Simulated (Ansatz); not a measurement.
Cs$_{2}$LiIrC$_{6}$N$_{6}$:
```yaml
crystal:
  lattice:
    - [0.00000, 5.35960, 5.35960]
    - [5.35960, 0.00000, 5.35960]
    - [5.35960, 5.35960, 0.00000]
  atoms:
    - { symbol: Cs, position: [0.75000, 0.75000, 0.75000] }
    - { symbol: Cs, position: [0.25000, 0.25000, 0.25000] }
    - { symbol: Li, position: [0.50000, 0.50000, 0.50000] }
    - { symbol: Ir, position: [0.00000, 0.00000, 0.00000] }
    - { symbol: C, position: [0.81269, 0.18731, 0.18731] }
    - { symbol: C, position: [0.18731, 0.81269, 0.81269] }
    - { symbol: C, position: [0.18731, 0.81269, 0.18731] }
    - { symbol: C, position: [0.81269, 0.18731, 0.81269] }
    - { symbol: C, position: [0.18731, 0.18731, 0.81269] }
    - { symbol: C, position: [0.81269, 0.81269, 0.18731] }
    - { symbol: N, position: [0.29568, 0.70432, 0.70432] }
    - { symbol: N, position: [0.70432, 0.29568, 0.29568] }
    - { symbol: N, position: [0.70432, 0.29568, 0.70432] }
    - { symbol: N, position: [0.29568, 0.70432, 0.29568] }
    - { symbol: N, position: [0.70432, 0.70432, 0.29568] }
    - { symbol: N, position: [0.29568, 0.29568, 0.70432] }
```

Relaxed with r²SCAN. Special points in fractions of this cell's reciprocal vectors: Γ (0.000, 0.000, 0.000); X (0.500, 0.000, 0.500); U (0.625, 0.250, 0.625); K (0.375, 0.375, 0.750); L (0.500, 0.500, 0.500); W (0.500, 0.250, 0.750).

**Question.** List the band energies nearest the valence-band maximum at these points for DFT-r²SCAN in the program Ansatz with PAW potentials.

**Answer.** In eV from the valence-band maximum; about four levels below and three above (degenerate sets whole), none deeper than 8.9 eV; points with the same levels are listed once.

| k | below | above |
|---|---|---|
| Γ | -1.41 -1.41 -1.41 -0.43 -0.43 -0.43 | 5.98 6.01 6.01 6.01 |
| X | -1.05 -0.50 0.00 0.00 | 6.17 6.46 6.47 6.47 |
| U | -1.09 -0.34 -0.07 -0.05 | 6.18 6.22 6.41 |
| L | -1.05 -1.05 -0.23 -0.18 -0.18 | 5.94 6.13 6.13 |
| W | -1.12 -1.12 -0.22 -0.22 0.00 | 6.23 6.23 6.39 |

Space group Fm-3m. The workflow started from a Materials Project entry (that database holds measured and hypothetical structures alike); the Crystallography Open Database files this formula in space group No. 225, but the cells were not matched. Its standing as an ambient phase is unchecked. Symmetry was held in the r²SCAN relaxation; its stability against distortions is not shown here. The run is not spin-polarised. Scalar-relativistic: spin–orbit coupling is off unless named, which matters more the heavier the elements.

Potentials: the later of the program's two PAW sets.
